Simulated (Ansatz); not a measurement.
AlMo$_{2}$N:
```cif
data_Al2Mo4N2
_chemical_formula_sum 'Al2 Mo4 N2'
_space_group_name_H-M_alt 'P63/mmc'
_space_group_IT_number 194
_space_group_name_Hall '-P 6c 2c'
_cell_length_a 2.85317
_cell_length_b 2.85317
_cell_length_c 14.61733
_cell_angle_alpha 90.000
_cell_angle_beta 90.000
_cell_angle_gamma 120.000
loop_
_atom_site_label
_atom_site_type_symbol
_atom_site_symmetry_multiplicity
_atom_site_Wyckoff_symbol
_atom_site_fract_x
_atom_site_fract_y
_atom_site_fract_z
_atom_site_occupancy
Al1 Al 2 d 0.66667 0.33333 0.25000 1
Mo1 Mo 4 f 0.33333 0.66667 0.09569 1
N1 N 2 a 0.00000 0.00000 0.00000 1
```

Relaxed at zero pressure with DFT-PBE in the program Ansatz with PAW potentials.

### Question
The volume is lowered by 6 % and shape and atoms relax at that volume. What pressure results, and how do the axes share the change?

### Answer
15.9 GPa; a -2.2 %, b -2.2 %, c -1.6 %; the energy rises by 36 meV/atom.

### Question
Give the new structure.

### Answer

Space group P6₃/mmc (No. 194); a = b = 2.789 Å, c = 14.379 Å, α = β = 90.00°, γ = 120.00°

| atom | site | symmetry | x | y | z |
|---|---|---|---|---|---|
| Al | 2d | -6m2 | 0.6667 | 0.3333 | 0.2500 |
| Mo | 4f | 3m. | 0.3333 | 0.6667 | 0.0973 |
| N | 2a | -3m. | 0.0000 | 0.0000 | 0.0000 |

The phase is kept; no other phase was compared at this pressure.

Space group P6_3/mmc. The start of the workflow was typed in or built on a structure type; neither database checked (COD, Materials Project) lists it. Its standing as an ambient phase is unchecked. The cell was relaxed with PBE under the symmetry of its start; whether a distortion lowers the energy is not shown. The workflow began spin-polarised and lost its moments. The volume moved by 16 % from the start of the relaxation.

Potentials: the earlier of the program's two PAW sets.
